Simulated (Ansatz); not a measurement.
Relaxed HfO2 (tetragonal-ZrO2 type, space group P4_2/nmc):

```yaml
crystal:
  lattice:
    - [3.56707, 0.00000, 0.00000]
    - [0.00000, 3.56707, 0.00000]
    - [0.00000, 0.00000, 5.16596]
  atoms:
    - { symbol: Hf, position: [0.00000, 0.00000, 0.00000] }
    - { symbol: Hf, position: [0.50000, 0.50000, 0.50000] }
    - { symbol: O, position: [0.00000, 0.50000, 0.20010] }
    - { symbol: O, position: [0.00000, 0.50000, 0.70010] }
    - { symbol: O, position: [0.50000, 0.00000, 0.29990] }
    - { symbol: O, position: [0.50000, 0.00000, 0.79990] }
```

The numbers are results of PBEsol (plane waves to 420 eV, PAW, scalar-relativistic; Ansatz, a program for electronic structure), not measurements. k mesh 8×8×5 (Γ-centred), Fermi-Dirac smearing 0.05 eV. HfO2 is run without spin polarisation. HfO2 was relaxed with its symmetry unable to fall. Spin-orbit coupling is left out, though Hf is heavy. This is a high-temperature form of HfO2.

One atom of the cell was then moved (with its periodic images), all else fixed, and the forces (eV/Å) came out as:

```json
[
 {"atom": "Hf1", "Fx": "-0.088", "Fy": "0.000", "Fz": "0.149"},
 {"atom": "Hf2", "Fx": "-1.351", "Fy": "0.000", "Fz": "-0.694"},
 {"atom": "O3", "Fx": "-0.103", "Fy": "0.000", "Fz": "-0.568"},
 {"atom": "O4", "Fx": "2.319", "Fy": "0.000", "Fz": "1.131"},
 {"atom": "O5", "Fx": "-0.037", "Fy": "0.000", "Fz": "-0.100"},
 {"atom": "O6", "Fx": "-0.741", "Fy": "0.000", "Fz": "0.081"}
]
```

Task: Which atom was moved, and by which vector (Å)?

Result: O4, by (-0.11, 0.00, -0.06), 0.12 Å in all.

(A displaced cell: forces are minus the slopes of the energy, force constants its curvatures, and phonons follow from these.)
